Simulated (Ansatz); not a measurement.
Polymorphs of Pd, each relaxed with the program Ansatz at the PBE level (PAW):

A: diamond (Fd-3m)
a = 5.808 Å, b = 5.808 Å, c = 5.808 Å, α = 90.00°, β = 90.00°, γ = 90.00°

```tsv
atom	site	symmetry	x	y	z
Pd	8b	-43m	0.5000	0.5000	0.5000
```

B: simple cubic (Pm-3m)
a = b = c = 2.6140 Å, α = β = γ = 90.00°

```json
[
 {"atom": "Pd", "site": "1a", "symmetry": "m-3m", "x": "0.0000", "y": "0.0000", "z": "0.0000"}
]
```

C: fcc (Cu type) (Fm-3m)
a = b = c = 3.942 Å, α = β = γ = 90.00°

```csv
atom,site,symmetry,x,y,z
Pd,4a,m-3m,0.0000,0.0000,0.0000
```

Question: Put the candidates in order of energy per atom at 0 K, lowest first, for PBE.

Answer: C (+0 meV/atom), B (+511 meV/atom), A (+1148 meV/atom)

Constructed cells (a structure type filled with these elements, in neither database checked): B. Typed or built starts, not in the databases checked: A. Not the usual ambient phase: A; B. All cells were relaxed under the symmetry of their starts (and spin orders); stability against distortions was not tested throughout. Rows with no word on spin ran without spin polarisation. Spin–orbit coupling is left out wherever it is not named.

Energies hold the estimated change up to a 700 eV cutoff; steps of a few meV lie near the error of the meshes.

Potentials: the earlier of the program's two PAW sets.
